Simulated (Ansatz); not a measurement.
MoPd:
```
MoPd
1.0
    1.31777    -5.29538     0.00000
    1.31777     5.29538     0.00000
    0.00000     0.00000     4.32436
Mo Pd
2 2
Direct
  0.67469   0.32531   0.25000
  0.32531   0.67469   0.75000
  0.93100   0.06900   0.25000
  0.06900   0.93100   0.75000
```

Relaxed with r²SCAN.

Problem. Which orbitals make up the states near the Fermi level in DFT-r²SCAN in the program Ansatz with PAW potentials?

Solution. Within 0.5 eV of the Fermi level: Mo 4d 62 %, Pd 4d 25 %, Mo 5s 5 %, outside the projected shells 7 %. Projections are on Löwdin-orthogonalised atomic valence shells; empty p or d shells of many metals are not among them.

Problem. Tabulate the density of states.

Solution. States/eV per cell of 4 atoms, in 0.25 eV bins, energy from the Fermi level.

| E (eV) | total | Pd 4d | Mo 4d | Mo 5s |
|---|---|---|---|---|
| -7.85 | 0.00 | 0.00 | 0.00 | 0.00 |
| -7.60 | 0.08 | 0.00 | 0.00 | 0.07 |
| -7.35 | 0.16 | 0.00 | 0.00 | 0.14 |
| -7.10 | 0.22 | 0.00 | 0.00 | 0.19 |
| -6.85 | 0.29 | 0.01 | 0.01 | 0.24 |
| -6.60 | 0.36 | 0.01 | 0.01 | 0.29 |
| -6.35 | 0.46 | 0.03 | 0.02 | 0.35 |
| -6.10 | 0.57 | 0.07 | 0.05 | 0.38 |
| -5.85 | 3.19 | 1.93 | 0.59 | 0.55 |
| -5.60 | 6.32 | 3.92 | 1.47 | 0.73 |
| -5.35 | 6.43 | 4.21 | 1.51 | 0.52 |
| -5.10 | 7.13 | 5.09 | 1.48 | 0.38 |
| -4.85 | 7.71 | 5.69 | 1.46 | 0.41 |
| -4.60 | 5.53 | 4.13 | 1.10 | 0.21 |
| -4.35 | 6.03 | 4.15 | 1.51 | 0.24 |
| -4.10 | 5.79 | 3.93 | 1.46 | 0.26 |
| -3.85 | 4.44 | 3.16 | 1.00 | 0.16 |
| -3.60 | 6.74 | 4.84 | 1.55 | 0.18 |
| -3.35 | 3.89 | 2.50 | 1.17 | 0.12 |
| -3.10 | 5.26 | 3.52 | 1.46 | 0.16 |
| -2.85 | 5.45 | 3.82 | 1.40 | 0.13 |
| -2.60 | 5.35 | 3.75 | 1.39 | 0.11 |
| -2.35 | 5.76 | 3.25 | 2.05 | 0.22 |
| -2.10 | 4.81 | 2.51 | 1.90 | 0.21 |
| -1.85 | 5.05 | 2.72 | 1.95 | 0.21 |
| -1.60 | 5.74 | 2.71 | 2.58 | 0.27 |
| -1.35 | 4.49 | 1.40 | 2.65 | 0.25 |
| -1.10 | 4.28 | 1.26 | 2.60 | 0.20 |
| -0.85 | 4.80 | 1.45 | 2.89 | 0.19 |
| -0.60 | 4.78 | 1.37 | 2.91 | 0.20 |
| -0.35 | 3.95 | 1.06 | 2.42 | 0.18 |
| -0.10 | 3.30 | 0.85 | 1.99 | 0.17 |
| 0.15 | 2.45 | 0.62 | 1.48 | 0.13 |
| 0.40 | 2.18 | 0.44 | 1.44 | 0.12 |
| 0.65 | 2.37 | 0.45 | 1.63 | 0.11 |
| 0.90 | 2.34 | 0.42 | 1.68 | 0.10 |
| 1.15 | 3.10 | 0.52 | 2.31 | 0.11 |
| 1.40 | 3.81 | 0.60 | 2.94 | 0.12 |
| 1.65 | 4.50 | 0.60 | 3.59 | 0.15 |
| 1.90 | 5.05 | 0.61 | 4.09 | 0.16 |
| 2.15 | 4.50 | 0.50 | 3.65 | 0.18 |
| 2.40 | 4.85 | 0.51 | 3.75 | 0.35 |
| 2.65 | 2.97 | 0.24 | 2.11 | 0.36 |
| 2.90 | 2.35 | 0.15 | 1.56 | 0.33 |

Space group Cmcm. The start of the workflow was typed in or built on a structure type; neither database checked (COD, Materials Project) lists it. Whether it is the stable phase at ambient conditions was not checked. Symmetry was held in the r²SCAN relaxation; its stability against distortions is not shown here. The run is not spin-polarised. Spin–orbit coupling is left out wherever it is not named.

Potentials: the later of the program's two PAW sets.
